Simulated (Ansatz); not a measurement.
**Cr: do energies and stresses tell the same story?**

These are results of Ansatz, DFT r2SCAN, scalar-relativistic, plane waves, PAW, not measurements.

Cutoff 500 eV; k points 18×18×10 on the computed 2-atom cell (Γ-centred); Gaussian smearing, width 0.10 eV; no spin polarisation.

Relaxed cell: P6_3/mmc, a = 2.456 Å, b = 2.456 Å, c = 4.473 Å, α = 90.00°, β = 90.00°, γ = 120.00°, 2 atoms in the primitive cell. This form isn't the element's structure at ambient conditions.

Energies at zero smearing and pressures from the stress tensor, at volumes with shape and atoms relaxed:
```csv
V (Å³/atom),E − E(first) (meV/atom),P (GPa)
10.280,0.00,41.68
10.631,-76.49,28.74
10.981,-126.77,17.66
11.331,-154.61,8.16
11.682,-163.22,0.01
12.032,-155.36,-6.96
12.383,-133.38,-12.94
12.850,-85.59,-19.59
```

Q: Check P = −dE/dV between neighbouring volumes, and get the bulk modulus from the pressures alone.

A: With 1 eV/Å³ = 160.2 GPa:
| middle V (Å³/atom) | −ΔE/ΔV (GPa) | mean P (GPa) |
| --- | --- | --- |
| 10.455 | 34.968 | 35.211 |
| 10.806 | 22.987 | 23.199 |
| 11.156 | 12.728 | 12.908 |
| 11.507 | 3.937 | 4.086 |
| 11.857 | -3.595 | -3.475 |
| 12.208 | -10.048 | -9.953 |
| 12.617 | -16.388 | -16.266 |

The two differ by 0.24 GPa at most. The mean of two end pressures misses the average over a step by about ΔV² P″/12, up to 0.17 GPa here; with that taken off 0.08 GPa remains. The stress is the derivative of the free energy, not of the energy at zero smearing, and with free energies 0.00 GPa remains. Around V = 11.682 Å³/atom, the two neighbours give B = −V ΔP/ΔV = 11.682 × 15.12 / 0.701 = 252.0 GPa, against B0 = 250.4 GPa from the Birch–Murnaghan fit of the energies.

A ferromagnetic start lost its moments in a first run, so spin was left out; other magnetic orders weren't tried.

Cost: 9 runs of about 6.5 core-minutes in all, on Arm Neoverse V1 (shared hosts).